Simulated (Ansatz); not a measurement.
# Fields on a plane of ZrO2 (fluorite)

```xyz
3
Lattice="0.0000 2.5579 2.5579 2.5579 0.0000 2.5579 2.5579 2.5579 0.0000" Properties=species:S:1:pos:R:3 pbc="T T T"
Zr     0.0000     0.0000     0.0000
O      1.2790     1.2790     1.2790
O      3.8369     3.8369     3.8369
```

The slice is a {100} plane (indices of the conventional cell) through the point (0.000, 0.000, 0.000) (fractional), spanned by u = [100] and v = [0 1 -1] in vectors of this cell: u (3.62 Å) and v (3.62 Å, at 90° to u). It covers one period; positions are fractions (u, v).

Atoms on it: Zr at (0.00, 0.00).

All values below come from PBE (plane waves to 420 eV, PAW, scalar-relativistic; Ansatz, an electronic-structure program). k mesh 11×11×11. Inside the PAW spheres the values are not all-electron values, and peaks at nuclei hang on which shells count as valence. This is a high-temperature form of ZrO2. ZrO2 is run without spin polarisation. ZrO2 was relaxed with its symmetry unable to fall.

```
v \ u  0.00  0.08  0.17  0.25  0.33  0.42  0.50  0.58  0.67  0.75  0.83  0.92
-----  ----  ----  ----  ----  ----  ----  ----  ----  ----  ----  ----  ----
0.88   0.74  0.81  0.77  0.26  0.05  0.07  0.08  0.07  0.05  0.26  0.77  0.81
0.75   0.49  0.38  0.13  0.03  0.03  0.05  0.06  0.05  0.03  0.03  0.13  0.38
0.62   0.07  0.06  0.05  0.04  0.02  0.02  0.02  0.02  0.02  0.04  0.05  0.06
0.50   0.09  0.08  0.07  0.06  0.03  0.01  0.01  0.01  0.03  0.06  0.07  0.08
0.38   0.07  0.06  0.05  0.04  0.02  0.02  0.02  0.02  0.02  0.04  0.05  0.06
0.25   0.49  0.38  0.13  0.03  0.03  0.05  0.06  0.05  0.03  0.03  0.13  0.38
0.12   0.74  0.81  0.77  0.26  0.05  0.07  0.08  0.07  0.05  0.26  0.77  0.81
0.00      x     x  0.82  0.49  0.07  0.08  0.09  0.08  0.07  0.49  0.82     x
```

Values: electron localisation function (ELF). Points within 0.4 Å of a nucleus are blanked (x), as the pseudised field means little there.

```
|  :-=-:..       ..:-=-: |
| :+##*=:.       .:=*##+:|
|.-#@@#=:.       .:=#@@#-|
|:=#@@#=:.       .:=#@@#=|
|:-*##+-:.       .:-+##*-|
|::===-:..       ..:-===:|
|..::::..         ..::::.|
| ......           ......|
|                        |
|                        |
|                        |
|                        |
|                        |
|                        |
|                        |
| ......           ......|
|..::::..         ..::::.|
|::===-:..       ..:-===:|
|:-*##+-:.       .:-+##*-|
|:=#@@#=:.       .:=#@@#=|
|.-#@@#=:.       .:=#@@#-|
| :+##*=:.       .:=*##+:|
|  :-=-:..       ..:-=-: |
|   .:::.         .:::.  |
```
Scale: ten equal steps from 0.005 (start of ' ') to 0.437 (end of '@'), in the order ' .:-=+*#%@'. Values: density of the lowest conduction band (whole band as if filled, smooth part) in e/Å³. The map has 24 points along u (one character each, u = 0 at the left) and 24 along v (v = 0 in the bottom row).
